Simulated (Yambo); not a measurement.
Yambo run on CaV2O6 (space group C2/m, No. 12). The wavefunctions are PBEsol (Quantum ESPRESSO, PseudoDojo norm-conserving, 84 Ry, no spin-orbit coupling) ones on a 4×4×2 mesh (36 occupied bands); a = 5.346 Å, b = 5.346 Å, c = 7.138 Å, α = 103.19°, β = 103.19°, γ = 39.84°.

Yambo input:

```
rim_cut
gw0
dyson
el_el_corr
HF_and_locXC
cohsex
em1s
RandQpts= 1000000
RandGvec= 1 Ry
EXXRLvcs= 84 Ry
VXCRLvcs= 336 Ry
Chimod= "HARTREE"
% BndsRnXs
 3 | 196 |
%
NGsBlkXs= 7 Ry
% LongDrXs
 1.0 | 1.0 | 1.0 |
%
ExtendOut
% QPkrange
 13 | 13 | 36 | 37 |
%
```

k points by index: 13 = (-0.5, -0.5, 0).

Resulting energies as the program prints them:

```
#    K-point    Band    Eo [eV]    E [eV]    E-Eo [eV]    Vxc [eV]    Vnlxc [eV]    Sc|Eo [eV]    Re(Z)    Im(Z)
#
    13    36    0.000000    -2.355139    -2.355139    -19.58935    -24.83031    2.885815    1.000000    0.000000
    13    37    2.758161    3.510916    0.752755    -21.57802    -14.43733    -6.387935    1.000000    0.000000
```
(The two width columns are left out.) Convergence of these settings isn't established.

Geometry of the Materials Project entry, not relaxed at this level.

The structure is a Materials Project entry; no match was found in the copy of COD used, and its stability was not checked.

The runs are not spin-polarised; magnetic order was not tried.
